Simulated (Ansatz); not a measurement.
Re$_{7}$B$_{3}$:
```cif
data_B6Re14
_chemical_formula_sum 'Re14 B6'
_space_group_name_H-M_alt 'P63mc'
_space_group_IT_number 186
_space_group_name_Hall 'P 6c -2c'
_cell_length_a 7.50132
_cell_length_b 7.50132
_cell_length_c 4.88726
_cell_angle_alpha 90.000
_cell_angle_beta 90.000
_cell_angle_gamma 120.000
loop_
_atom_site_label
_atom_site_type_symbol
_atom_site_symmetry_multiplicity
_atom_site_Wyckoff_symbol
_atom_site_fract_x
_atom_site_fract_y
_atom_site_fract_z
_atom_site_occupancy
Re1 Re 2 b 0.33333 0.66667 0.08577 1
Re2 Re 6 c 0.12274 0.24548 0.25231 1
Re3 Re 6 c 0.54569 0.09138 0.04911 1
B1 B 6 c 0.37942 0.18971 0.34065 1
```

Relaxed with r²SCAN.

**Question.** Tabulate the valence density and the electron localisation function along the shortest Re–Re contact (2.72 Å), the program Ansatz at the r²SCAN level (PAW).

**Answer.** 

```csv
distance from Re (Å),density (e/Å³),ELF
0.27,6.88,0.54
0.41,6.29,0.69
0.54,4.75,0.71
0.68,2.98,0.63
0.82,1.64,0.47
0.95,0.92,0.33
1.09,0.61,0.32
1.22,0.50,0.40
1.36,0.47,0.46
1.49,0.50,0.41
1.63,0.62,0.32
1.77,0.94,0.34
1.90,1.68,0.48
2.04,3.02,0.64
2.17,4.79,0.72
2.31,6.32,0.69
2.45,6.89,0.54
```

The density is the valence pseudo-density with augmentation charge, so density and ELF within about 1 Å of a nucleus are not all-electron values.

Space group P6_3mc. The workflow started from a Materials Project entry (that database holds measured and hypothetical structures alike); the Crystallography Open Database copy checked does not list it. Whether it is the stable phase at ambient conditions was not checked. The r²SCAN relaxation kept the symmetry of its start; whether a distortion lowers the energy is not shown. The run is not spin-polarised. Spin–orbit coupling is left out wherever it is not named.

Potentials: the later of the program's two PAW sets.
